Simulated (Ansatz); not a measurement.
SnO₂:
```
SnO2
1.0
    3.59276     0.00000     0.00000
    0.00000     3.59276     0.00000
    0.00000     0.00000     5.53192
Sn O
2 4
Direct
  0.00000   0.00000   0.00000
  0.50000   0.50000   0.50000
  0.00000   0.50000   0.17682
  0.00000   0.50000   0.67682
  0.50000   0.00000   0.32318
  0.50000   0.00000   0.82318
```

This is the PBE-relaxed structure.

Task: All from plane-wave PAW PBE (Ansatz code), unless another level is named. Estimate the band gap.

Result: 0.79 eV (indirect).

Task: Next, the conduction-band minimum?

Result: at Γ.

Task: Give the weight of the valence-edge state by species (Voronoi cells).

Result: O 97 %, Sn 3 %.

Space group P4_2/nmc. The cell is a constructed one: a structure type filled with these elements; neither database checked (COD, Materials Project) lists it. It is not the phase usual at ambient conditions (space group No. 136). The cell was relaxed with PBE under the symmetry of its start; whether a distortion lowers the energy is not shown. Scalar-relativistic: spin–orbit coupling is off unless named, which matters more the heavier the elements.

Potentials: the later of the program's two PAW sets.
